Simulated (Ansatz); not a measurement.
Si₃N₄:
Space group P6₃/m (No. 176); a = 7.625 Å, b = 7.625 Å, c = 2.910 Å, α = 90.00°, β = 90.00°, γ = 120.00°

| atom | site | symmetry | x | y | z |
|---|---|---|---|---|---|
| Si | 6h | m.. | 0.2324 | 0.4064 | 0.2500 |
| N | 2c | -6.. | 0.3333 | 0.6667 | 0.2500 |
| N | 6h | m.. | 0.3300 | 0.0296 | 0.2500 |

Relaxed with PBEsol.

Q: Give the optical modes at the zone centre with their infrared activity from DFPT, the program Ansatz at the PBEsol level (PAW).

A: Transverse frequencies, without the LO–TO term; a row sums one degenerate level.

| ω (cm⁻¹) | degeneracy | IR ((D/Å)²/amu) | activity |
|---|---|---|---|
| 174 | 2 | 0.00 | IR-inactive |
| 195 | 1 | 0.00 | IR-inactive |
| 217 | 2 | 0.00 | IR-inactive |
| 235 | 1 | 0.00 | IR-inactive |
| 259 | 1 | 0.00 | IR-inactive |
| 293 | 2 | 0.00 | IR-inactive |
| 348 | 1 | 8.72 | IR |
| 387 | 1 | 0.00 | IR-inactive |
| 406 | 2 | 28.01 | IR |
| 429 | 2 | 0.00 | IR-inactive |
| 442 | 1 | 0.00 | IR-inactive |
| 540 | 1 | 0.00 | IR-inactive |
| 549 | 2 | 19.10 | IR |
| 601 | 2 | 0.00 | IR-inactive |
| 639 | 1 | 0.00 | IR-inactive |
| 708 | 1 | 0.00 | IR-inactive |
| 841 | 1 | 137.05 | IR |
| 851 | 2 | 0.00 | IR-inactive |
| 854 | 2 | 0.00 | IR-inactive |
| 868 | 1 | 0.00 | IR-inactive |
| 879 | 2 | 235.42 | IR |
| 911 | 2 | 0.00 | IR-inactive |
| 922 | 1 | 0.00 | IR-inactive |
| 1009 | 2 | 10.23 | IR |
| 1020 | 2 | 0.00 | IR-inactive |
| 1040 | 1 | 0.00 | IR-inactive |

Q: How high does the top mode go among those that the LO–TO term moves?

A: 1116 cm⁻¹ for q along x, 1116 cm⁻¹ for q along y, 1085 cm⁻¹ for q along z.

Space group P6_3/m. Symmetry was held in the PBEsol relaxation; of distortions, only those at the zone centre were tested.

Potentials: the later of the program's two PAW sets.
